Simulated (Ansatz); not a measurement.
Na: an elastic constant from a strain scan

Level of theory: DFT PBEsol, scalar-relativistic, plane waves, PAW (Ansatz 0.2.0). Cutoff 420 eV, Γ-centred 16×16×16 k-points, Gaussian smearing of 0.15 eV. No spin polarisation. Energies are free energies at this smearing, counted from the undisturbed cell; pressure is positive in compression.

The undisturbed cell (as given, not relaxed at this level; it stands at -0.3 GPa):

```
Na
1.0
    -2.11750    2.11750    2.11750
     2.11750   -2.11750    2.11750
     2.11750    2.11750   -2.11750
Na
1
Direct
  0.00000 0.00000 0.00000
```

The cell is strained by ε times the Voigt pattern (1, 1, 0, 0, 0, 0) (xx, yy, zz, yz, xz, xy; engineering shear) with fractional coordinates fixed. The cell holds 1 atom in V0 = 37.98 Å³. The stress column is τ = (1/V0) dE/dε, got from the stress tensor σ (compression positive) at each point as −det(1 + εP) σ : P(1 + εP)⁻¹, with P the pattern as a tensor.

| ε | ΔE (meV/atom) | τ (GPa) |
| --- | --- | --- |
| -0.0600 | 4.189 | -1.375 |
| -0.0450 | 0.351 | -0.793 |
| -0.0300 | -1.513 | -0.264 |
| -0.0150 | -1.578 | 0.219 |
| 0.0000 | 0.000 | 0.662 |
| 0.0150 | 3.084 | 1.067 |
| 0.0300 | 7.544 | 1.436 |
| 0.0450 | 13.256 | 1.771 |
| 0.0525 | 16.544 | 1.927 |
| 0.0600 | ? | ? |

Problem. Which combination of elastic constants does this scan measure, and how large is it?

Solution. For small ε, τ = τ0 + Kε with K = pᵀCp, which for this pattern is 2(C11 + C12) in the cubic axes. The parabola through τ at ε = -0.0150, 0 and 0.0150 has slope K = 28.2 GPa at zero. The energies per cell, E = NΔE, of the same two points give K = 2[E(ε₊)/ε₊ − E(ε₋)/ε₋]/[(ε₊ − ε₋)V0] = 28.2 GPa, in agreement.

Problem. Predict the withheld row at ε = 0.0600 from the harmonic law, and compare.

Solution. ΔE = V0(τ0 ε + Kε²/2)/N = 21.465 meV/atom and τ = 2.36 GPa. The calculation gives 20.103 meV/atom and 2.08 GPa: the energy lies 6 % below the harmonic value, as bonds soften when stretched.

In a metal these slopes depend on the k mesh and the smearing.